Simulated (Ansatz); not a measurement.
A relaxation computed with Ansatz, from input to last step.

```yaml
crystal:
  lattice:
    - [5.1929964277, 0.0, 0.0]
    - [0.0, 3.4102187216, 0.0]
    - [0.0, 0.0, 5.697917578]
  atoms:
    - { symbol: Si, position: [0.3200782817, 0.75, 0.0825295439] }
    - { symbol: Si, position: [0.1799217183, 0.25, 0.5825295439] }
    - { symbol: Si, position: [0.8200782817, 0.75, 0.4174704561] }
    - { symbol: Si, position: [0.6799217183, 0.25, 0.9174704561] }
    - { symbol: Ni, position: [0.006510094, 0.25, 0.1906964093] }
    - { symbol: Ni, position: [0.493489906, 0.75, 0.6906964093] }
    - { symbol: Ni, position: [0.506510094, 0.25, 0.3093035907] }
    - { symbol: Ni, position: [0.993489906, 0.75, 0.8093035907] }
basis:
  ecutwfc: 500
kpoints:
  mp_grid: { grid: [8, 10, 6] }
hamiltonian:
  xc: r2scan
scf:
  occupations: { method: gaussian, width: 0.1 }
output:
  forces: true
  stress: true
  eigenvalues: true
relax:
  adjacent_minimum: "off"
  f_tol: 0.01
  max_steps: 30
  cell: { stress_tol: 0.1, fix: [volume] }
```

```bash
ansatz run input.yaml --threads 2 --pin off --max-ram 5120MiB --backend cpu --events-out ev --progress --plain --runs-dir out
```

All numbers below come from DFT r2SCAN, scalar-relativistic, plane waves, PAW in Ansatz.

The volume is held at 1.06 times that of the relaxed cell.

Of 4 frames 3 are shown, positions in Å and forces in eV/Å; the SCF threshold varies from step to step. Steps run on the plane waves of an earlier cell, with a Pulay correction in the pressure. The basis is chosen afresh for the last frame, the zero of the energies, and at times for earlier ones too; energy and pressure step there, also at an unchanged geometry. Spin polarisation was left out; whether the Ni atoms would carry moments isn't shown by this run.

```xyz
8
Lattice="5.1930 0.0000 0.0000 0.0000 3.4102 0.0000 0.0000 0.0000 5.6979" Properties=species:S:1:pos:R:3:forces:R:3 pbc="T T T" step=1 free_energy_over_end_meV_per_atom=0.36 pressure_GPa=-9.48
Si    1.6622    2.5577    0.4702   -0.0355    0.0000   -0.0347
Si    0.9343    0.8526    3.3192    0.0355    0.0000   -0.0347
Si    4.2587    2.5577    2.3787   -0.0355    0.0000    0.0347
Si    3.5308    0.8526    5.2277    0.0355    0.0000    0.0347
Ni    0.0338    0.8526    1.0866   -0.0515    0.0000    0.0673
Ni    2.5627    2.5577    3.9355    0.0515    0.0000    0.0673
Ni    2.6303    0.8526    1.7624   -0.0515    0.0000   -0.0673
Ni    5.1592    2.5577    4.6113    0.0515    0.0000   -0.0673
8
Lattice="5.1919 0.0000 0.0000 0.0000 3.4058 0.0000 0.0000 0.0000 5.7066" Properties=species:S:1:pos:R:3:forces:R:3 pbc="T T T" step=2 free_energy_over_end_meV_per_atom=0.07 pressure_GPa=-9.30
Si    1.6575    2.5543    0.4677   -0.0150    0.0000   -0.0209
Si    0.9384    0.8514    3.3210    0.0150    0.0000   -0.0209
Si    4.2535    2.5543    2.3856   -0.0150    0.0000    0.0209
Si    3.5343    0.8514    5.2389    0.0150    0.0000    0.0209
Ni    0.0302    0.8514    1.0937   -0.0246    0.0000    0.0274
Ni    2.5658    2.5543    3.9470    0.0246    0.0000    0.0274
Ni    2.6261    0.8514    1.7596   -0.0246    0.0000   -0.0274
Ni    5.1617    2.5543    4.6129    0.0246    0.0000   -0.0274
8
Lattice="5.1873 0.0000 0.0000 0.0000 3.4059 0.0000 0.0000 0.0000 5.7115" Properties=species:S:1:pos:R:3:forces:R:3 pbc="T T T" step=4 free_energy_over_end_meV_per_atom=0.00 pressure_GPa=-9.16
Si    1.6532    2.5544    0.4658   -0.0004    0.0000   -0.0026
Si    0.9404    0.8515    3.3216    0.0004    0.0000   -0.0026
Si    4.2468    2.5544    2.3899   -0.0004    0.0000    0.0026
Si    3.5341    0.8515    5.2456    0.0004    0.0000    0.0026
Ni    0.0273    0.8515    1.0986   -0.0009    0.0000    0.0004
Ni    2.5664    2.5544    3.9544    0.0009    0.0000    0.0004
Ni    2.6209    0.8515    1.7571   -0.0009    0.0000   -0.0004
Ni    5.1600    2.5544    4.6129    0.0009    0.0000   -0.0004
```

The run took 5.6 min on 2 threads of Intel(R) Xeon(R) Processor @ 2.50GHz (Skylake/Cascade Lake), with other jobs on the host, peak memory 0.98 GiB.